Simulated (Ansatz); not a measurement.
Frames from the relaxation of a relaxed NbRu cell displaced along its unstable phonon at q = Γ (109i cm⁻¹), largest move 0.15 Å, as extended XYZ (Å, eV, eV/Å, GPa with compression positive). All values below come from PBEsol (plane waves to 420 eV, PAW, scalar-relativistic; Ansatz, a quantum-chemistry and plane-wave program). Γ-centred k-mesh 11×11×5 on the run's cell (coarser than for final values), Fermi–Dirac smearing 0.05 eV.

```xyz
4
Lattice="2.8298 0.0000 0.0000 0.0000 2.9603 0.0000 0.0000 0.0000 7.7189" Properties=species:S:1:pos:R:3:forces:R:3 pbc="T T T" step=1 free_energy=-20623.184 pressure=-0.3 accepted=T
Ru     0.1500     0.0000     0.0000    0.6479    0.0000    0.0000
Ru     1.3804     0.0000     3.8595   -0.1566    0.0000    0.0000
Nb    -0.0628     1.4802     2.0821   -0.2457    0.0000   -0.0954
Nb    -0.0628     1.4802     5.6368   -0.2457    0.0000    0.0954
4
Lattice="2.8190 0.0000 0.0000 0.0000 2.9630 0.0000 0.0000 0.0000 7.6769" Properties=species:S:1:pos:R:3:forces:R:3 pbc="T T T" step=2 free_energy=-20623.464 pressure=0.2 accepted=T
Ru     0.3437     0.0000     0.0000    1.4142    0.0000    0.0000
Ru     1.3021     0.0000     3.8385   -0.0503    0.0000    0.0000
Nb    -0.1232     1.4815     2.0518   -0.6819    0.0000   -0.0881
Nb    -0.1232     1.4815     5.6252   -0.6819    0.0000    0.0881
4
Lattice="2.8273 0.0000 0.0000 0.0000 2.9644 0.0000 0.0000 0.0000 7.5958" Properties=species:S:1:pos:R:3:forces:R:3 pbc="T T T" step=3 free_energy=-20623.862 pressure=-0.5 accepted=T
Ru     0.5395     0.0000     0.0000    1.1586    0.0000    0.0000
Ru     1.2612     0.0000     3.7979   -0.1939    0.0000    0.0000
Nb    -0.1986     1.4822     2.0075   -0.4823    0.0000   -0.3522
Nb    -0.1986     1.4822     5.5883   -0.4823    0.0000    0.3522
```

The path has 18 moves and ends in P4/mmm (No. 123), 0.36 eV/atom below its start. Free energies are of the whole cell and compare only within this code, potentials and settings.  No spin polarisation in the result.

The run could not lose the symmetry of its start.

Of the parent cell (Pmmm (No. 47)): it is a generated cell of NbRu: the first start was made by placing the elements on the sites of a structure type, and the end was not matched to a known phase here, so it may be hypothetical.

The first start was generated by placing the elements on the sites of a structure type. A measured structure of NbRu has the same space group, P4/mmm (No. 123); the sites were not compared with it.
